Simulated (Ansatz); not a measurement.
**CsH: from Born charge to LO–TO splitting and polaron coupling**

Level of theory: Ansatz, DFT LDA, scalar-relativistic, plane waves, PAW. Plane waves to 420 eV; Γ-centred k mesh 8×8×8; fixed occupations. No spin polarisation. Phonons by linear response, acoustic sum rule imposed.

The cell is fixed (symmetry leaves no force on the atoms) and stands under -0.1 GPa:
```cif
data_structure
_symmetry_space_group_name_H-M 'F-43m'
_symmetry_Int_Tables_number 216
_cell_length_a 6.7044
_cell_length_b 6.7044
_cell_length_c 6.7044
_cell_angle_alpha 90.000
_cell_angle_beta 90.000
_cell_angle_gamma 90.000
_cell_volume 301.36
loop_
_atom_site_label
_atom_site_type_symbol
_atom_site_symmetry_multiplicity
_atom_site_Wyckoff_symbol
_atom_site_fract_x
_atom_site_fract_y
_atom_site_fract_z
_atom_site_occupancy
Cs1 Cs 4 a 0.00000 0.00000 0.00000 1
H1 H 4 d 0.25000 0.25000 0.75000 1
```

The cell is the ideal cubic zincblende prototype; this isn't the usual structure of the compound. Spin–orbit coupling is left out, which matters for heavy elements.

Linear response gives ν_TO = 535.9 cm⁻¹, Born charges ±0.989 e (positive on Cs) and ε∞ = 2.856. The primitive cell holds 75.339 Å³, and the masses are 132.905 and 1.008 amu.

Problem. Find ν_LO and the static dielectric constant.

Solution. The long-wave field adds a restoring force: ω_LO² − ω_TO² = Z*²e²/(ε_vac ε∞ μV). In these units ν_LO² − ν_TO² = 4.92064×10⁷ Z*²/(μ V ε∞) cm⁻², with μ = m₁m₂/(m₁ + m₂) = 1.000 amu: 223577 cm⁻². So ν_LO = √(535.9² + 223577) = 714.7 cm⁻¹, and the run gives 714.7. Lyddane–Sachs–Teller then gives ε0 = ε∞ (ν_LO/ν_TO)² = 5.08, against 5.08 in the run (it forms both from the same three quantities, so the match checks the arithmetic only). Between ν_TO and ν_LO the dielectric function is negative and an undamped crystal reflects fully: a reststrahlen band from 14.0 to 18.7 μm.

Problem. What do the Clausius–Mossotti polarisability and the Szigeti charge come to?

Solution. With the Lorentz local field, α = (3V/4π)(ε∞ − 1)/(ε∞ + 2) = 6.87 Å³ for the pair, and e_S = 3Z*/(ε∞ + 2) = 0.61 e. The Born charge includes the electrons' response to the dipole's own local field, and e_S takes that enhancement out. The Lorentz field assumes point-like polarisable ions, a fair picture at this small ε∞.

Problem. How strongly does a slow electron couple to the LO mode?

Solution. For one isotropic parabolic band, Fröhlich's constant is α_F = (1/ε∞ − 1/ε0) √(m* Ry/ħω_LO), with Ry = 13.606 eV, ħω_LO = 88.6 meV and m* in free-electron masses: α_F = 0.1532 × 12.39 × √m* = 1.90 √m*. The band mass isn't part of this run; for m* = 0.1, 0.3 and 1 it gives 0.60, 1.04, 1.90. In weak coupling the polaron lies α_F ħω_LO below the band edge (92 meV at m* = 0.3) with a mass m*(1 + α_F/6); past α_F of about 5 or 6 that expansion fails. A semilocal functional's ε∞ tends to be too large, which taken alone lowers α_F.

Cost: 1 run of about 0.53 core-minutes, on Arm Neoverse V2 (shared hosts).